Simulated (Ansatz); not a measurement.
Lattice vibrations of C at Γ

Computed with DFT PBE, scalar-relativistic, plane waves, PAW in Ansatz. Cutoff 420 eV, 18×18×4 k-points (Γ-centred), Fermi-Dirac smearing of 0.15 eV. No spin polarisation. Phonons by linear response, acoustic sum rule imposed.

Relaxed structure:
```xyz
8
Lattice="2.4665 0.0000 0.0000 -1.2333 2.1361 0.0000 0.0000 0.0000 17.3933" Properties=species:S:1:pos:R:3 pbc="T T T"
C     0.0000    1.4241    8.6966
C     1.2333    0.7120   17.3933
C     0.0000    1.4241    0.0000
C     1.2333    0.7120    8.6967
C     0.0000    0.0000    4.3483
C     0.0000    0.0000   13.0450
C     0.0000    1.4241    4.3483
C     1.2333    0.7120   13.0450
```

The cell was found from a structure generator's guess, not taken from experiment. In a metal, frequencies depend on the k mesh and the smearing, soft modes most. No dispersion correction is applied, so modes and constants that involve weak contacts between layers, chains or molecules come out too soft.

Optical modes at Γ:
```
frequency (THz)  degeneracy
             ≈0           4
           0.20           2
           0.50           2
           0.71           1
          26.14           1
          26.14           2
          26.14           1
          46.43           6
          46.43           2
```

All 21 optical modes at Γ are real: no displacement of atoms at fixed cell lowers the energy to second order. Strains and modes at other wave vectors aren't tested by this run.
